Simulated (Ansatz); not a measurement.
What a trial cell of PF2 relaxes into

Level of theory: DFT PBE+D3(BJ), scalar-relativistic, plane waves, PAW in Ansatz 0.2.0. Cutoff 420 eV, Gaussian smearing, Γ-centred meshes. Cell and atoms relax first on a coarse mesh and then on a converged one. In between, the cell is made exact in the group found at 0.06 Å. The steps can't lower the symmetry of their start. Collinear spin is switched on along the way, since trial moments persisted in a coarse test.

Recipe of this trial structure of PF2: random cell by space group and Wyckoff sites (P4_2/mmc, No. 131). The dimensions are guesses.

```
P F
1.0
     3.78510    0.00000    0.00000
     0.00000    3.78510    0.00000
     0.00000    0.00000    6.24601
P F
2 4
Direct
  0.00000 0.00000 0.25000
  0.00000 0.00000 0.75000
  0.29244 0.00000 0.00000
  0.70756 0.00000 0.00000
  0.00000 0.29244 0.50000
  0.00000 0.70756 0.50000
```

The zero of energy is the elements' standard structures at the same level (F₂ as a molecule); no fitted shifts are applied. The references include black phosphorus.

Question: Which structure results?

Answer: The symmetry stays P4_2/mmc (No. 131). The volume per atom grows by 119.7 %, from 14.9 to 32.8 Å³. The shortest distance goes from 1.57 Å (F–F) to 2.03 Å (P–F). The ratio c/a of the conventional cell changes by a factor of 0.72. The energy falls by about 1.3 eV/atom (the start's value is from the coarse mesh). Conventional cell: a = 5.494 Å, c = 6.512 Å. P is surrounded by 4 F at 2.03 Å; F is surrounded by 2 P at 2.03 Å and 1 F at 2.41 Å.

```xyz
6
Lattice="5.4942 0.0000 0.0000 0.0000 5.4942 0.0000 0.0000 0.0000 6.5123" Properties=species:S:1:pos:R:3 pbc="T T T"
P     0.0000    0.0000    1.6281
P     0.0000    0.0000    4.8842
F     1.2074    0.0000    0.0000
F     4.2868    0.0000    0.0000
F     0.0000    1.2074    3.2561
F     0.0000    4.2868    3.2561
```

Question: Give its energy and gap.

Answer: The energy over the elements is −0.757 eV/atom, the gap on the 8×8×6 mesh of the 6-atom cell is 0.51 eV and the net moment per atom is 0.33 μB. The moment by site is P 0.3 (×2) μB.

The last run used collinear spin and Gaussian smearing of 0.02 eV. Kohn–Sham gaps at this level usually fall short of measured ones. Another magnetic order may lie lower. Symmetry constrained the relaxation, so the result can be a saddle point. In all, the 5 runs took 12 min on 1 thread of Intel(R) Xeon(R) Processor @ 2.70GHz (shared host). Another cell of PF2 relaxed alike but without spin, in P6/mmm, lies 254 meV/atom lower, so this cell isn't the stable form at this level. Site moments count only spheres around the atoms; the net moment includes the space between them.
